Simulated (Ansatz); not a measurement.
A relaxation computed with Ansatz, from input to last step.

```yaml
crystal:
  lattice:
    - [-2.9622440112, 2.9622440112, 2.4847896249]
    - [2.9622440112, -2.9622440112, 2.4847896249]
    - [2.9622440112, 2.9622440112, -2.4847896249]
  atoms:
    - { symbol: Fe, position: [0.75, 0.75, 0.0], spin: 1.28 }
    - { symbol: Fe, position: [0.25, 0.25, 0.0], spin: 1.28 }
    - { symbol: Ge, position: [0.156777006, 0.656777006, 0.8135540121] }
    - { symbol: Ge, position: [0.343222994, 0.156777006, 0.5] }
    - { symbol: Ge, position: [0.656777006, 0.843222994, 0.5] }
    - { symbol: Ge, position: [0.843222994, 0.343222994, 0.1864459879] }
basis:
  ecutwfc: 420
kpoints:
  mp_grid: { grid: [10, 10, 10] }
hamiltonian:
  xc: pbesol
scf:
  occupations: { method: gaussian, width: 0.1 }
output:
  forces: true
  stress: true
  eigenvalues: true
  populations: true
magnetization:
  spin_polarized: true
relax:
  adjacent_minimum: "off"
  f_tol: 0.01
  max_steps: 30
  cell: { stress_tol: 0.1, fix: [volume] }
```

```bash
ansatz run input.yaml --threads 2 --pin off --max-ram 5120MiB --backend cpu --events-out ev --progress --plain --runs-dir out
```

Computed with DFT PBEsol, scalar-relativistic, plane waves, PAW in Ansatz 0.2.0.

The volume is held at 1.06 times that of the relaxed cell.

Of 3 frames 3 are shown, positions in Å and forces in eV/Å; the SCF threshold varies from step to step. Steps run on the plane waves of an earlier cell, with a Pulay correction in the pressure. The basis is chosen afresh for the last frame, the zero of the energies, and at times for earlier ones too; energy and pressure step there, also at an unchanged geometry.

```xyz
6
Lattice="-2.9622 2.9622 2.4848 2.9622 -2.9622 2.4848 2.9622 2.9622 -2.4848" Properties=species:S:1:pos:R:3:forces:R:3 pbc="T T T" step=1 free_energy_over_end_meV_per_atom=0.05 pressure_GPa=-7.27
Fe    0.0000    0.0000    3.7272    0.0000    0.0000    0.0000
Fe    0.0000    0.0000    1.2424    0.0000    0.0000    0.0000
Ge    3.8911    0.9288    0.0000    0.0102    0.0102    0.0000
Ge    0.9288    2.0334    0.0000    0.0102   -0.0102    0.0000
Ge    2.0334    0.9288    2.4848   -0.0102    0.0102    0.0000
Ge   -0.9288    2.0334    2.4848   -0.0102   -0.0102    0.0000
6
Lattice="-2.9646 2.9646 2.4808 2.9646 -2.9646 2.4808 2.9646 2.9646 -2.4808" Properties=species:S:1:pos:R:3:forces:R:3 pbc="T T T" step=2 free_energy_over_end_meV_per_atom=0.00 pressure_GPa=-7.24
Fe    0.0000    0.0000    3.7212    0.0000    0.0000    0.0000
Fe    0.0000    0.0000    1.2404    0.0000    0.0000    0.0000
Ge    3.8950    0.9303    0.0000    0.0030    0.0030    0.0000
Ge    0.9303    2.0343    0.0000    0.0030   -0.0030    0.0000
Ge    2.0343    0.9303    2.4808   -0.0030    0.0030    0.0000
Ge   -0.9303    2.0343    2.4808   -0.0030   -0.0030    0.0000
6
Lattice="-2.9646 2.9646 2.4808 2.9646 -2.9646 2.4808 2.9646 2.9646 -2.4808" Properties=species:S:1:pos:R:3:forces:R:3 pbc="T T T" step=3 free_energy_over_end_meV_per_atom=0.00 pressure_GPa=-7.24
Fe    0.0000    0.0000    3.7212    0.0000    0.0000    0.0000
Fe    0.0000    0.0000    1.2404    0.0000    0.0000    0.0000
Ge    3.8950    0.9303    0.0000    0.0030    0.0030    0.0000
Ge    0.9303    2.0343    0.0000    0.0030   -0.0030    0.0000
Ge    2.0343    0.9303    2.4808   -0.0030    0.0030    0.0000
Ge   -0.9303    2.0343    2.4808   -0.0030   -0.0030    0.0000
```

Time: 100 s on 2 threads of Intel(R) Xeon(R) Platinum 8259CL CPU @ 2.50GHz (Skylake/Cascade Lake), with other jobs on the host, peak memory 1 GiB.

Only parallel moments were tried here.